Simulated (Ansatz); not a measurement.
**BiTe, relaxed from a wurtzite start to space group P6_3/mmc (read at 0.02 Å)**

Method: PBEsol, scalar-relativistic; no spin polarisation; PAW, 420 eV, 8×8×4 k-mesh, Gaussian smearing of 0.05 eV; code Ansatz; PAW files: Ansatz's generated set soft_2.

```
Bi Te
1.0
     5.41190    0.00000    0.00000
    -2.70595    4.68684    0.00000
     0.00000    0.00000    6.34282
Bi Te
2 2
Direct
  0.66667 0.33333 0.06260
  0.33333 0.66667 0.56260
  0.66667 0.33333 0.56260
  0.33333 0.66667 0.06260
```

The start was a prototype's sites filled with these elements. The Crystallography Open Database lists the compound in space groups P-3m1, Fm-3m (rock salt), so this is a trial structure.

The cell above was scaled in volume, and shape and atoms were relaxed at each volume within its symmetry. Energies are counted from the cell above.

The cell is relaxed to zero pressure at this level.

| V (Å³/atom) | ΔE (meV/atom) | P (GPa) |
| --- | --- | --- |
| 38.61 | 8.5 | 1.7 |
| 39.42 | 2.1 | 0.8 |
| 40.22 | 0.0 | 0.0 |
| 41.03 | 1.9 | -0.7 |
| 41.83 | ? | ? |

(1) Fill in the withheld row.

(2) What do the points give for the equilibrium volume, the bulk modulus and its pressure derivative (third-order Birch–Murnaghan)?

Answers:

(1) ΔE (meV/atom): 7.3, P (GPa): -1.4.

(2) V0 = 40.23 Å³/atom, B0 = 39 GPa, B0′ = 3.7.

B0·V0 = 39.1 GPa × 40.23 Å³ = 9.83 eV/atom sets the scale: near the minimum ΔE ≈ ½ B0 V0 x², with x = V/V0 − 1, and a pressure of 0.4 GPa squeezes the volume by about 1 %. At the ends of the curve: x = −4.0 % predicts 7.9 meV/atom and the run gives 8.5; x = +4.0 % predicts 7.8 meV/atom and the run gives 7.3. The lopsidedness is anharmonic: atoms resist being pushed together more than being pulled apart.

Spin–orbit coupling, which matters for such heavy elements, is left out. The run is a metal.
